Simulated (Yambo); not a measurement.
Yambo run on Sr2RuH6 (space group Fm-3m, No. 225). The wavefunctions are LDA (pw.x of Quantum ESPRESSO, ONCV potentials, scalar-relativistic) ones on a 4×4×4 mesh (21 occupied bands); a = 5.3738 Å, b = 5.3738 Å, c = 5.3738 Å, α = 60.00°, β = 60.00°, γ = 60.00°.

Yambo input:

```
rim_cut
gw0
dyson
el_el_corr
HF_and_locXC
ppa
em1d
RandQpts= 1000000
RandGvec= 1 Ry
EXXRLvcs= 88 Ry
VXCRLvcs= 352 Ry
Chimod= "HARTREE"
% BndsRnXp
 5 | 159 |
%
NGsBlkXp= 1 Ry
% LongDrXp
 1.0 | 1.0 | 1.0 |
%
PPAPntXp= 27.2114 eV
% GbndRnge
 1 | 159 |
%
GTermKind= "BG"
DysSolver= "n"
ExtendOut
% QPkrange
 1 | 1 | 21 | 21 |
 7 | 7 | 21 | 22 |
%
```

k points by index: 1 = Γ, 7 = X.

Resulting energies as the program prints them:

```
#    K-point    Band    Eo [eV]    E [eV]    E-Eo [eV]    Vxc [eV]    Vnlxc [eV]    Sc|Eo [eV]    Sc|E [eV]    dSc/dw|Eo [eV]    Re(Z)    Im(Z)
#
    1    21    0.000000    -0.254765    -0.254765    -18.61001    -22.57452    3.646806    3.709740    -6.718337    0.801990    -0.001436
    7    21    -0.059799    -0.275733    -0.215934    -18.47996    -22.35984    3.610470    3.663945    -6.734556    0.801607    -0.001443
    7    22    2.052579    3.175659    1.123081    -13.97518    -9.449599    -3.175531    -3.402500    -5.498771    0.831892    -0.001160
```
(The two width columns are left out.) Convergence of these settings isn't established.

Spin-orbit coupling is not included.

Geometry of the Materials Project entry, not relaxed at this level.
